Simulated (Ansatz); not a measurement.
VSb (NiAs type, P6_3/mmc) at seven volumes, PBEsol in the plane-wave PAW code Ansatz, shape and atoms relaxed at each. One row is withheld.

| V (Å³/atom) | P (GPa) |
|---|---|
| 17.994 | 12.41 |
| 18.587 | 7.53 |
| 19.180 | 3.49 |
| 19.774 | 0.00 |
| 20.367 | ? |
| 20.960 | -5.39 |
| 21.553 | -7.35 |

Question: Fit the shown pressures and predict the withheld one.

Answer: P = (3/2)B₀(x^(7/2) − x^(5/2))[1 + (3/4)(B′ − 4)(x − 1)] with x = (V₀/V)^(2/3). Least squares on the six rows gives V₀ = 19.775 Å³/atom, B₀ = 105 GPa, B′ = 4.74. At V = 20.367, x = 0.9805 and P = -2.89 GPa. The run itself gave -2.96 GPa.

The first step of the workflow began from a Materials Project structure, measured or hypothetical; the Crystallography Open Database copy checked does not list it. Whether it is the stable phase at ambient conditions was not checked. The PBEsol relaxation kept the symmetry of its start; its stability against distortions is not shown here. Magnetic state: ferromagnetic, chosen from 5 collinear starts compared on coarse meshes (ties went to the first, and starts can fall back to one state), not a proven ground state. The program gave a warning on the electronic state, which may not be the lowest. Spin–orbit coupling is left out wherever it is not named.

Potentials: the later of the program's two PAW sets.
